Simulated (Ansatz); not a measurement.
Input:

Cs$_{2}$ScAgCl$_{6}$:
Space group Fm-3m (No. 225); a = 10.469 Å, b = 10.469 Å, c = 10.469 Å, α = 90.00°, β = 90.00°, γ = 90.00°

```tsv
atom	site	symmetry	x	y	z
Cs	8c	-43m	0.2500	0.2500	0.2500
Sc	4a	m-3m	0.0000	0.0000	0.0000
Ag	4b	m-3m	0.5000	0.5000	0.5000
Cl	24e	4m.m	0.0000	0.0000	0.2386
```
(The calculation used a cell of 10 atoms; values per cell refer to that cell.)

This is the r²SCAN-relaxed structure.

Problem. All from plane-wave PAW r²SCAN (Ansatz code), unless another level is named. Estimate the formation energy from the elements (no fitted shifts).

Solution. -2.05 eV/atom.

Problem. Next, the weight of the conduction-edge state by species (Voronoi cells)?

Solution. Sc 80 %, Cl 18 %.

Problem. Give the valence-band maximum.

Solution. at L.

Problem. Next, the conduction-band minimum?

Solution. at X (3 equivalent valleys).

The first step of the workflow began from a Materials Project structure, measured or hypothetical; the Crystallography Open Database copy checked does not list it. Whether it is the stable phase at ambient conditions was not checked. The cell was relaxed with r²SCAN under the symmetry of its start; its stability against distortions is not shown here. No spin polarisation was allowed. The references are the lowest solids computed at this level, not always the standard phases (solids in place of the gases). Scalar-relativistic: spin–orbit coupling is off unless named, which matters more the heavier the elements.

Potentials: the later of the program's two PAW sets.
